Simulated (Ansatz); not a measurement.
Relaxed-ion elastic tensor of Ca (fcc (Cu type), Fm-3m) in GPa (Voigt order), DFT-PBEsol in the program Ansatz with PAW potentials; density 1.64 g/cm³, 40.58 Å³ per atom.

```tsv
	1	2	3	4	5	6
1	23.1	15.7	15.7	0.0	0.0	0.0
2	15.7	23.1	15.7	0.0	0.0	0.0
3	15.7	15.7	23.1	0.0	0.0	0.0
4	0.0	0.0	0.0	16.2	0.0	0.0
5	0.0	0.0	0.0	0.0	16.2	0.0
6	0.0	0.0	0.0	0.0	0.0	16.2
```

### Question
Is the crystal mechanically stable?

### Answer
Yes: the smallest eigenvalue of C is 7.4 GPa.

### Question
Work out the Voigt, Reuss and Hill averages.

### Answer
K_V = 18.1, K_R = 18.1, K_H = 18.1; G_V = 11.2, G_R = 6.9, G_H = 9.0 GPa.

### Question
Give Young's modulus, Poisson's ratio, Pugh's ratio and the universal anisotropy index.

### Answer
E = 9KG/(3K + G) = 23.2 GPa; ν = 0.29; K/G = 2.01 (ductile by the Pugh limit of 1.75); A_U = 5G_V/G_R + K_V/K_R − 6 = 3.14.

### Question
Estimate the sound speeds and the Debye temperature.

### Answer
v_l = √((K + 4G/3)/ρ) = 4290 m/s, v_t = √(G/ρ) = 2350 m/s, mean 2620 m/s; Θ = (h/k)(3n/4πV)^(1/3) v_m = 227 K.

### Question
Give the Zener ratio and Young's modulus along [100], [110] and [111].

### Answer
A = 2C44/(C11 − C12) = 4.39; 1/E = S11 − 2(S11 − S12 − S44/2)Γ with Γ = 0, 1/4, 1/3 gives 10.4, 22.7, 37.4 GPa.

The cell was relaxed with PBEsol under the symmetry of its start. As this level gives no gap, shear constants depend on the k-mesh and smearing (Fermi–Dirac, 0.1 eV here).

Potentials: the later of the program's two PAW sets.
